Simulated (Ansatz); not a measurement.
# Trial structures of CaZr₃N₂: starts and ends

Computed with DFT PBE, scalar-relativistic, plane waves, PAW in Ansatz 0.2.0. All cells share a 420 eV cutoff and Γ-centred k meshes spaced at most about 0.3 Å⁻¹ (about 0.25 or finer for metals, 2π included). No spin polarisation in the final relaxations.

Each guess was relaxed in cell and atoms at zero pressure, within the symmetry of its start. These are static total energies at zero pressure. Coordination counts N atoms around Ca and Zr (those within 1.25 times the shortest such distance or 1.15 times the sum of covalent radii; a plus sign parts nearer from farther groups; the shortest distance is added where it is long for a bond; a slash parts the counts of unlike sites).

```csv
guess,made from,start group,V start (Å³/atom),end group,V end (Å³/atom),coordination at the end,gap on mesh (eV),E over the lowest end (meV/atom)
1,Hf2CuSb3 type,P-4m2,14.8,?,?,?,?,?
2,MgSc3Ru2 type,P4/mmm,18.3,P4/mmm,16.6,"Ca 2+8 from 4.2 Å, Zr 4/8",0,380
3,random cell,P6/mmm,16.7,P6/mmm,23.8,"Ca 6 from 4.1 Å, Zr 2",0,519
4,random cell,R-3m,15.6,R-3m,20.6,"Ca 2, Zr 2",0,120
5,LaB2Rh3 type,P6/mmm,14.9,P6/mmm,17.0,"Ca 6 from 3.5 Å, Zr 4",0,0
```

Guess 1 as it starts:

```
CELL_PARAMETERS angstrom
3.43185 0.00000 0.00000
0.00000 3.43185 0.00000
0.00000 0.00000 7.52136
ATOMIC_POSITIONS crystal
Ca 0.00000 0.00000 0.00000
Zr 0.50000 0.50000 0.00000
Zr 0.00000 0.50000 0.38200
Zr 0.50000 0.00000 0.61800
N 0.00000 0.50000 0.73400
N 0.50000 0.00000 0.26600
```

Problem. Fill in the missing row: what does this guess relax into, and where does it rank?

Solution. It ends in space group P-4m2 (No. 115), with a = 3.576 Å, c = 7.019 Å, 15.0 Å³/atom and no gap. It lies 0.80 eV/atom over the lowest end, above guess 3 and so the highest of the set. Counting N atoms around Ca and Zr, this end has Ca 4, Zr 4/5 and the lowest (guess 5) has Ca 6 from 3.5 Å, Zr 4.

```
Ca Zr N
1.0
     3.57583    0.00000    0.00000
     0.00000    3.57583    0.00000
     0.00000    0.00000    7.01864
Ca Zr N
1 3 2
Direct
  0.00000 0.00000 0.00000
  0.50000 0.50000 0.00000
  0.00000 0.50000 0.37028
  0.50000 0.00000 0.62972
  0.00000 0.50000 0.71512
  0.50000 0.00000 0.28488
```

The zero of energy is the elements' standard structures at the same level (N₂ as a molecule); no fitted shifts are applied.

Problem. Is the lowest end bound against the elements?

Solution. Yes: its formation energy is −0.70 eV/atom. Whether it is stable depends on the other phases of the system, which aren't compared here.

A magnetic state wasn't ruled out in cells without spin, among them P6/mmm at 23.8 Å³/atom. Cells relaxed within their symmetry can be saddle points. A lower structure may well exist outside this small set. Some types were kept out of the candidates beforehand, so the set may lack a known form.
